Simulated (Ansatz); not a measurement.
The start is a generated cell, Co2Si built in the AFLOW prototype AB2_hP9_162_ad_k (as in V2N). A full variable-cell relaxation at zero pressure is run with PBE (plane waves to 420 eV, PAW, scalar-relativistic; Ansatz, a quantum-chemistry and plane-wave program). The first steps use a coarse 6×6×5 k-mesh.

Starting cell:
```
CELL_PARAMETERS angstrom
      4.92295     0.00000     0.00000
     -2.46147     4.26340     0.00000
      0.00000     0.00000     4.57353
ATOMIC_POSITIONS crystal
  Co 0.32500 0.32500 0.27200
  Co 0.67500 0.00000 0.27200
  Co 0.00000 0.67500 0.27200
  Co 0.00000 0.32500 0.72800
  Co 0.67500 0.67500 0.72800
  Co 0.32500 0.00000 0.72800
  Si 0.00000 0.00000 0.00000
  Si 0.66667 0.33333 0.50000
  Si 0.33333 0.66667 0.50000
```
Spin-polarised start, with parallel moments on Co.

Problem. What pressure does the first self-consistent step give?

Solution. +67 GPa (positive: the cell is compressed).

Problem. What is the largest force in the starting geometry, and on which atom (counted from 1)?

Solution. About 3.1 eV/Å, on Co1, Co2, Co3, Co4, Co5, Co6 (atoms numbered as listed).

Problem. How do the shortest distances between atoms change?

Solution. The closest pairs of elements (up to four, under 3.6 Å), start → end: Co–Si 1.96 → 2.28 Å; Co–Co 2.63 → 2.42 Å; Si–Si 2.84 → 2.73 Å.

Problem. What band gap does the relaxed structure have at this level?

Solution. Zero (metallic).

Problem. What magnetic moments remain?

Solution. Net 0.54 μB/atom, ferromagnetic.

Problem. What does it relax into? Give the structure.

Solution. 
```cif
data_Co6Si3
_chemical_formula_sum 'Co6 Si3'
_space_group_name_H-M_alt 'P-31m'
_space_group_IT_number 162
_space_group_name_Hall '-P 3 2'
_cell_length_a 4.72328
_cell_length_b 4.72328
_cell_length_c 5.94935
_cell_angle_alpha 90.000
_cell_angle_beta 90.000
_cell_angle_gamma 120.000
loop_
_atom_site_label
_atom_site_type_symbol
_atom_site_symmetry_multiplicity
_atom_site_Wyckoff_symbol
_atom_site_fract_x
_atom_site_fract_y
_atom_site_fract_z
_atom_site_occupancy
Co1 Co 6 k 0.58336 0.58336 0.19217 1
Si1 Si 1 a 0.00000 0.00000 0.00000 1
Si2 Si 2 d 0.33333 0.66667 0.50000 1
```

The space group stays P-31m (No. 162) (the run could not lower it), with 9 atoms in the primitive magnetic cell. Final values are on a 11×11×8 k-mesh of the relaxed cell. Spin state reached: ferromagnetic (net 0.54 μB/atom), from parallel starting moments; other spin orders were not run from this start.

The run could not lose the symmetry of its start: the end is stationary, and may be a saddle point rather than a minimum.

The relaxed structure here is a generated cell of Co2Si: the first start was made by placing the elements on the sites of a structure type, and the end was not matched to a known phase here, so it may be hypothetical.
